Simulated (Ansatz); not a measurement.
HfSiO₄:
```
HfSiO4
1.0
   -3.29103     3.29103     2.98562
    3.29103    -3.29103     2.98562
    3.29103     3.29103    -2.98562
O Si Hf
8 2 2
Cartesian
  3.29103   2.07580  -1.07555
  3.29103   1.21522   2.56836
  3.29103  -1.21522   2.56836
  0.00000   1.21522   1.91007
  1.21522   0.00000   4.06116
  4.50625   0.00000   0.41726
  2.07580   0.00000   0.41726
  2.07580   3.29103   1.07555
  0.00000   0.00000   2.98562
  3.29103   0.00000   1.49281
  0.00000   3.29103   1.49281
  0.00000   0.00000   0.00000
```

Relaxed with r²SCAN.

Q: Give the Bader charges and basin volumes of the independent atoms, r²SCAN in the plane-wave PAW code Ansatz.

A: 

```
atom  Bader charge (e)  Bader volume (Å³)
----  ----------------  -----------------
O1               -1.53               13.1
Si9              +3.32                2.8
Hf11             +2.81                9.4
```

Space group I4_1/amd. Symmetry was held in the r²SCAN relaxation. No spin polarisation was allowed. Spin–orbit coupling is left out wherever it is not named.

Potentials: the later of the program's two PAW sets.
